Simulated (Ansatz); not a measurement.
PtS2 (CdI2 type)

```
PtS2
1.0
    3.58361     0.00000     0.00000
   -1.79180     3.10349     0.00000
    0.00000     0.00000     4.65640
Pt S
1 2
Direct
  0.00000   0.00000   0.00000
  0.66667   0.33333   0.25900
  0.33333   0.66667   0.74100
```

This relaxed cell (volume V₀) is scaled evenly in all directions, its shape held. The atoms relax within the cell's symmetry.

All values below come from PBE-D3(BJ) (plane waves to 420 eV, PAW, scalar-relativistic; Ansatz, a first-principles code). k mesh 15×15×10 (Γ-centred), Fermi-Dirac smearing 0.05 eV. Energies are smeared free energies. At this level the bands of PtS2 touch or barely overlap; measurements give the solid a gap. PtS2 is run without spin polarisation. PtS2 was relaxed with its symmetry unable to fall. Spin-orbit coupling is left out, though Pt is heavy. The zero of ΔE is the relaxed starting cell.

Task: What ΔE (eV/atom) does the calculation give at V/V₀ = 0.840, 0.880, 0.960, 1.080, 1.120, 1.160?

Result: 
```json
[
 {"V/V₀": "0.840", "ΔE (eV/atom)": "0.157"},
 {"V/V₀": "0.880", "ΔE (eV/atom)": "0.082"},
 {"V/V₀": "0.960", "ΔE (eV/atom)": "0.008"},
 {"V/V₀": "1.080", "ΔE (eV/atom)": "0.025"},
 {"V/V₀": "1.120", "ΔE (eV/atom)": "0.053"},
 {"V/V₀": "1.160", "ΔE (eV/atom)": "0.088"}
]
```

(Under strain, the slope of the energy per volume gives the stress and its curvature an elastic modulus.)
